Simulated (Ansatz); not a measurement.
Consider the following.

Te:
Space group Pm-3m (No. 221); a = b = c = 3.1496 Å, α = β = γ = 90.00°

```
atom  site  symmetry       x       y       z
----  ----  --------  ------  ------  ------
Te      1a      m-3m  0.0000  0.0000  0.0000
```

This is the PBEsol-relaxed structure.

### Question
All from plane-wave PAW PBEsol (Ansatz code), unless another level is named. Estimate the electronic character.

### Answer
metallic (no gap).

### Question
And the density of states at the Fermi level?

### Answer
0.57 states/eV per atom (mean over ±0.08 eV).

### Question
Give the gap with spin–orbit coupling.

### Answer
none (metallic).

The start of the workflow was typed in or built on a structure type; neither database checked (COD, Materials Project) lists it. It is not the phase usual at ambient conditions (space group No. 152). The PBEsol relaxation kept the symmetry of its start; whether a distortion lowers the energy is not shown. Spin–orbit coupling is left out wherever it is not named.

Potentials: the earlier of the program's two PAW sets. The files were generated under PBE; for other functionals the program regenerates the frozen cores, and for LDA and PBEsol the local potential too.
